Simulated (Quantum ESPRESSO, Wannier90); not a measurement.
**K$_{2}$Se (anti-fluorite): Wannier90 run**

Cell from Materials Project (mp-8426), symmetrised, no further relaxation. COD (Crystallography Open Database) has an entry of this formula and space group (matched by these alone). Level: LDA, no spin polarisation, no spin-orbit coupling; pw.x of Quantum ESPRESSO at 69 Ry with PseudoDojo potentials, 8×8×8 k-points, Wannier90. Density: 8×8×8 mesh, cold smearing 0.01 Ry. Spin-orbit coupling, left out, would split the p-like bands by a few tenths of an eV.

```
begin unit_cell_cart
ang
    0.0000000000    3.8359550000    3.8359550000
    3.8359550000    0.0000000000    3.8359550000
    3.8359550000    3.8359550000    0.0000000000
end unit_cell_cart
mp_grid = 8 8 8
```

Neighbour vectors b of the finite-difference formula (Å⁻¹), by shell:

| shell | b_x | b_y | b_z |
|---|---|---|---|
| 1 | 0.10237 | 0.10237 | -0.10237 |
| 1 | 0.10237 | -0.10237 | 0.10237 |
| 1 | -0.10237 | 0.10237 | 0.10237 |
| 1 | 0.10237 | 0.10237 | 0.10237 |
| 1 | -0.10237 | -0.10237 | 0.10237 |
| 1 | -0.10237 | 0.10237 | -0.10237 |
| 1 | 0.10237 | -0.10237 | -0.10237 |
| 1 | -0.10237 | -0.10237 | -0.10237 |

### Question
Find the weights w_b from the completeness condition Σ_b w_b b_α b_β = δ_αβ.

### Answer
Shell 1: Σ b_x² = 0.084, Σ b_y² = 0.084, Σ b_z² = 0.084 Å⁻²
Each of the three diagonal sums, weighted, has to give 1 and the off-diagonal ones 0, which holds for w_1 = 11.9 Å². Check on xx: 11.93×0.084 = 1.00.

On this mesh the 4 functions of bands 14-17 (valence bands; start: SCDM (isolated), conv_tol = 1.0e-6) end with spreads 2.1677, 2.1673, 2.1688, 2.1759 Å², Ω_I = 7.4823 Å² and Ω_D = 0.0000 Å².

Ω_total is the sum of the spreads, 8.680 Å². Ω_OD = Ω_total − Ω_I − Ω_D = 1.197 Å². Only (Ω_D + Ω_OD)/Ω_total = 13.8 % depends on the gauge, and another start could lower the total by that share at most. The rms radius is √(Ω_total/4) = 1.47 Å.
